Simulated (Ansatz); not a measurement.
Each is relaxed and computed with plane-wave PAW PBE (Ansatz code). Which is the only one with a gap?
A. InSbO4, I-4 (In on 2d, Sb on 2a, O on 8g)
B. InSn2Sb, R3m (In on 3a, Sb on 3a, Sn on 3a, Sn on 3a)
C. InSb, NiAs type
D. InP, CsCl type

A, InSbO4, I-4 (In on 2d, Sb on 2a, O on 8g). InSbO4: gap 2.26 eV (indirect); InSb: metal; InSn2Sb: metal; InP: metal. Constructed cells (a structure type filled with these elements, in neither database checked): InP, CsCl type. Typed or built starts, not in the databases checked: InSbO4, I-4 (In on 2d, Sb on 2a, O on 8g); InSb, NiAs type; InSn2Sb, R3m (In on 3a, Sb on 3a, Sn on 3a, Sn on 3a). Not the usual ambient phase: InSb, NiAs type; InP, CsCl type. All cells were relaxed under the symmetry of their starts (and spin orders); stability against distortions was not tested throughout. Spin–orbit coupling is left out wherever it is not named.

Potentials: the earlier of the program's two PAW sets.
